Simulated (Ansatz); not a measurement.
# Rocksalt alloy of PbS and PbSe (6 of 32 S sites exchanged), 64 atoms

Ansatz, PAW, plane waves. PBEsol relaxation of volume and atoms (shape held) at the single k point (¼, ¼, ¼) without its symmetry partners; single points on the relaxed atoms at the Γ point alone, onto which points of the small cell's zone fold. Arrangement: quasirandom. No spin–orbit coupling unless named.

Relaxed structure:

```cif
data_structure
_symmetry_space_group_name_H-M 'P 1'
_symmetry_Int_Tables_number 1
_cell_length_a 11.8726
_cell_length_b 11.8726
_cell_length_c 11.8726
_cell_angle_alpha 90.000
_cell_angle_beta 90.000
_cell_angle_gamma 90.000
_cell_volume 1673.53
loop_
_atom_site_label
_atom_site_type_symbol
_atom_site_fract_x
_atom_site_fract_y
_atom_site_fract_z
_atom_site_occupancy
S1 S 0.25051 0.00057 0.99990 1
S2 S 0.25035 0.49922 0.99954 1
S3 S 0.25017 0.49984 0.50023 1
S4 S 0.74899 0.00041 0.00008 1
S5 S 0.74868 0.99970 0.49944 1
S6 S 0.74932 0.50020 0.49990 1
S7 S 0.00007 0.25018 0.00032 1
S8 S 0.99881 0.74903 0.49991 1
S9 S 0.49956 0.24972 0.99972 1
S10 S 0.50016 0.25023 0.49973 1
S11 S 0.49981 0.75023 0.99956 1
S12 S 0.50016 0.74959 0.50016 1
S13 S 0.99880 0.00035 0.24955 1
S14 S 0.99963 0.49959 0.25033 1
S15 S 0.00009 0.49986 0.74965 1
S16 S 0.50016 0.00032 0.24952 1
S17 S 0.50017 0.99977 0.75015 1
S18 S 0.49971 0.49961 0.25016 1
S19 S 0.49959 0.49970 0.74953 1
S20 S 0.25025 0.25030 0.24916 1
S21 S 0.25070 0.25052 0.75048 1
S22 S 0.25060 0.74917 0.74986 1
S23 S 0.74939 0.24964 0.24988 1
S24 S 0.74913 0.24994 0.74992 1
S25 S 0.74915 0.75019 0.25059 1
S26 S 0.74907 0.74984 0.74926 1
Se1 Se 0.24972 0.99994 0.49988 1
Se2 Se 0.74969 0.49988 0.99990 1
Se3 Se 0.99962 0.24996 0.50001 1
Se4 Se 0.99973 0.75008 0.99993 1
Se5 Se 0.99963 0.99992 0.75000 1
Se6 Se 0.24980 0.74974 0.24987 1
Pb1 Pb 0.00001 0.00357 0.00407 1
Pb2 Pb 0.99551 0.99560 0.49558 1
Pb3 Pb 0.00437 0.49658 0.00093 1
Pb4 Pb 0.00009 0.50325 0.49945 1
Pb5 Pb 0.49981 0.00036 0.00077 1
Pb6 Pb 0.50309 0.99954 0.49927 1
Pb7 Pb 0.49612 0.50002 0.00048 1
Pb8 Pb 0.49986 0.50055 0.49970 1
Pb9 Pb 0.25084 0.24992 0.99953 1
Pb10 Pb 0.25406 0.25385 0.50091 1
Pb11 Pb 0.25407 0.75027 0.99571 1
Pb12 Pb 0.25058 0.74617 0.50440 1
Pb13 Pb 0.74902 0.24604 0.99980 1
Pb14 Pb 0.74581 0.24971 0.50053 1
Pb15 Pb 0.74568 0.75422 0.99932 1
Pb16 Pb 0.74863 0.74990 0.50061 1
Pb17 Pb 0.24996 0.00435 0.24615 1
Pb18 Pb 0.25386 0.00058 0.75401 1
Pb19 Pb 0.24990 0.49606 0.25026 1
Pb20 Pb 0.25025 0.49949 0.75019 1
Pb21 Pb 0.74950 0.00050 0.24996 1
Pb22 Pb 0.74609 0.00022 0.74998 1
Pb23 Pb 0.75001 0.49933 0.25389 1
Pb24 Pb 0.74979 0.49973 0.74610 1
Pb25 Pb 0.99942 0.25060 0.24676 1
Pb26 Pb 0.99953 0.25405 0.75399 1
Pb27 Pb 0.99540 0.74951 0.25358 1
Pb28 Pb 0.99940 0.74581 0.74634 1
Pb29 Pb 0.50042 0.25040 0.24983 1
Pb30 Pb 0.50013 0.25061 0.75044 1
Pb31 Pb 0.50371 0.74994 0.25019 1
Pb32 Pb 0.50044 0.74949 0.74966 1
```

Q: What are the mean bond lengths by pair (pairs within 1.2 times the sum of covalent radii, less contacts 15 % beyond the pair's median; cation–cation pairs of compounds aside; long ionic contacts are cut short by that bound)?

A: Pb–S 2.958 ± 0.021 Å (standard deviation, 156 bonds); Pb–Se 3.016 ± 0.005 Å (standard deviation, 36 bonds).

Q: What gap lies between the top filled and the lowest empty level in the single points?

A: HSE06 0.73 eV (7.4 min on 16 threads of Platinum 8259CL); r²SCAN 0.48 eV (36 s on 16 threads of Platinum 8259CL).
